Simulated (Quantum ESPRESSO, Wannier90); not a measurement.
Wannierisation of MgS (rock salt)

```
CELL_PARAMETERS angstrom
      0.00000     2.60440     2.60440
      2.60440     0.00000     2.60440
      2.60440     2.60440     0.00000
ATOMIC_POSITIONS crystal
  Mg 0.00000 0.00000 0.00000
  S  0.50000 0.50000 0.50000
```

Materials Project entry mp-1315; symmetrised, unrelaxed at this level. COD (Crystallography Open Database) has an entry of this formula and space group (matched by these alone). Method: LDA plane waves in Quantum ESPRESSO 7.5 (PseudoDojo norm-conserving files, 68 Ry, no spin polarisation, no spin-orbit coupling), Bloch states on a 10×10×10 mesh through Γ, Wannier90 4.0.1. Density: 10×10×10 mesh, cold smearing 0.01 Ry.

Valence charges of the files: Mg 10, S 6. 19 bands were computed.

Isolated groups of bands, relative to the valence-band maximum (bands from 9 on overlap up to the last one computed):

```json
[
 {"bands": "1", "from (eV)": "-74.12", "to (eV)": "-74.12", "filling": "filled", "weight on atomic waves": "Mg 2s 100 %"},
 {"bands": "2–4", "from (eV)": "-41.51", "to (eV)": "-41.50", "filling": "filled", "weight on atomic waves": "Mg 2p 100 %"},
 {"bands": "5", "from (eV)": "-12.63", "to (eV)": "-10.89", "filling": "filled", "weight on atomic waves": "S 3s 88 %, Mg 3s 11 %"},
 {"bands": "6–8", "from (eV)": "-4.89", "to (eV)": "0.00", "filling": "filled", "weight on atomic waves": "S 3p 90 %, Mg 3s 6 %"}
]
```

Wanted is a model with the orbitals Mg s p, S s p, without the filled groups that are mainly made of other shells (semicore states, and anion s where it isn't named); all higher bands stay in for disentanglement.

**Question.** Give num_wann, exclude_bands and num_bands, and the number of electrons that the model holds.

**Answer.** Electrons: 1×10 + 1×6 = 16, which fill 8 bands.
num_wann = 1×4 + 1×4 = 8.
exclude_bands = 1-4, 4 bands, so num_bands = 19 − 4 = 15.
The model holds 16 − 2×4 = 8 electrons. With the window frozen to 4.05 eV it follows pw.x to 3.1 meV rms (states up to 3.6 eV relative to the valence-band maximum).
